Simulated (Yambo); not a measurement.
PbTe (rock salt, space group Fm-3m, No. 225), G0W0@LDA (Yambo, plasmon pole, terminator in G, 4×4×4 mesh): gap L → L in eV by bands and screening block.

```tsv
bands (W and G)	2 Ry	3 Ry	5 Ry	6 Ry	8 Ry
31	___	1.06	1.10	1.10	1.11
47	0.93	1.06	1.12	1.13	1.14
72	___	___	1.12	1.13	1.15
100	0.93	1.06	1.12	1.14	1.15
131	0.93	1.06	1.13	1.14	1.16
```

Estimate the withheld gaps from their neighbours; the computed values follow.


- 31, 2 Ry: 0.96
- 72, 2 Ry: 0.92
- 72, 3 Ry: 1.05

The largest settings aren't shown to be the converged limit.

The standard potentials for Pb, Te keep a d shell in the valence without the s and p states of that shell. In tests on such compounds this moved G0W0 gaps by up to about 0.9 eV, so absolute quasiparticle energies here are unreliable; differences between settings are what counts.

Spin-orbit coupling is not included.

Geometry of the Materials Project entry, not relaxed at this level; primitive cell a = 4.6257 Å, b = 4.6257 Å, c = 4.6257 Å, α = 60.00°, β = 60.00°, γ = 60.00°.
